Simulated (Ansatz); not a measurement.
KI:
```cif
data_I4K4
_chemical_formula_sum 'K4 I4'
_space_group_name_H-M_alt 'Fm-3m'
_space_group_IT_number 225
_space_group_name_Hall '-F 4 2 3'
_cell_length_a 7.00701
_cell_length_b 7.00701
_cell_length_c 7.00701
_cell_angle_alpha 90.000
_cell_angle_beta 90.000
_cell_angle_gamma 90.000
loop_
_atom_site_label
_atom_site_type_symbol
_atom_site_symmetry_multiplicity
_atom_site_Wyckoff_symbol
_atom_site_fract_x
_atom_site_fract_y
_atom_site_fract_z
_atom_site_occupancy
K1 K 4 a 0.00000 0.00000 0.00000 1
I1 I 4 b 0.50000 0.50000 0.50000 1
```
(The calculation used a cell of 2 atoms; values per cell refer to that cell.)

Relaxed with PBEsol. The program Ansatz at the PBEsol level (PAW) gives a gap of 3.87 eV.

### Question
What gap does HSE06 give on the same cell (Ansatz, PAW)?

### Answer
5.03 eV, 1.16 eV more. The hybrid was solved on a coarser mesh and at special points; its gap is the smallest among all of these.

```
k  v1 PBEsol  c1 PBEsol  v1 HSE06  c1 HSE06
-  ---------  ---------  --------  --------
Γ       0.00       3.87      0.00      5.03
X      -0.39       4.79         …         …
L      -0.36       5.41         …         …
W      -0.64       6.38         …         …
K      -0.41       5.50         …         …
```

### Question
Top valence (v1) and lowest conduction level (c1) in eV from each method's valence maximum (which need not be a listed point): supply the withheld HSE06 values.

### Answer

- L, v1 HSE06: -0.37
- L, c1 HSE06: 6.52
- K, v1 HSE06: -0.43
- K, c1 HSE06: 6.63
- X, v1 HSE06: -0.41
- X, c1 HSE06: 5.89
- W, v1 HSE06: -0.66
- W, c1 HSE06: 7.55

Cost on shared cores: the PBEsol run (SCF on a 7×7×7 mesh, then bands and DOS) very roughly 17 core-seconds, the HSE06 run (SCF on 5×5×5, then a few points) about 2.5 core-minutes (a rough figure); the tasks are unlike.

Symmetry was held in the PBEsol relaxation. Scalar-relativistic: spin–orbit coupling is off unless named, which matters more the heavier the elements.

Potentials: the later of the program's two PAW sets.
